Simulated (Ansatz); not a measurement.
PbI$_{2}$:
```
PbI2
1.0
    4.51125     0.00000     0.00000
   -2.25563     3.90686     0.00000
    0.00000     0.00000    16.52458
Pb I
2 4
Direct
  0.33333   0.66667   0.25000
  0.66667   0.33333   0.75000
  0.33333   0.66667   0.62734
  0.66667   0.33333   0.12734
  0.66667   0.33333   0.37266
  0.33333   0.66667   0.87266
```

Relaxed with PBE. Special points in fractions of this cell's reciprocal vectors: Γ (0.000, 0.000, 0.000); M (0.500, 0.000, 0.000); K (0.333, 0.333, 0.000); A (0.000, 0.000, 0.500); L (0.500, 0.000, 0.500); H (0.333, 0.333, 0.500).

**Question.** List the band energies nearest the valence-band maximum at these points for PBE in the plane-wave PAW code Ansatz.

**Answer.** In eV from the valence-band maximum; about four levels below and three above (degenerate sets whole), none deeper than 8.9 eV; points with the same levels are listed once.

```tsv
k	below	above
Γ	-0.19 -0.19 -0.16 -0.16	2.92 3.24 3.51 3.51 3.52 3.52
M	-0.55 -0.48 -0.47 -0.25	2.65 2.96 3.59
K	-0.29 -0.29 -0.27 -0.27	2.56 2.77 4.29 4.29
A	-0.17 -0.17 -0.17 -0.17	3.07 3.07 3.51 3.51 3.51 3.51
L	-0.51 -0.51 -0.35 -0.35	2.81 2.81 3.69 3.69
H	-0.43 -0.43 -0.14 -0.14	2.66 2.66 4.20 4.20
```

Space group P6_3/mmc. The cell is a constructed one: a structure type filled with these elements; neither database checked (COD, Materials Project) lists it. It is not the phase usual at ambient conditions (space group No. 164). Symmetry was held in the PBE relaxation; whether a distortion lowers the energy is not shown. A crystal of weakly bound layers computed without a dispersion correction: the cell and the soft elastic constants depend strongly on that. Spin–orbit coupling is left out wherever it is not named.

Potentials: the later of the program's two PAW sets.
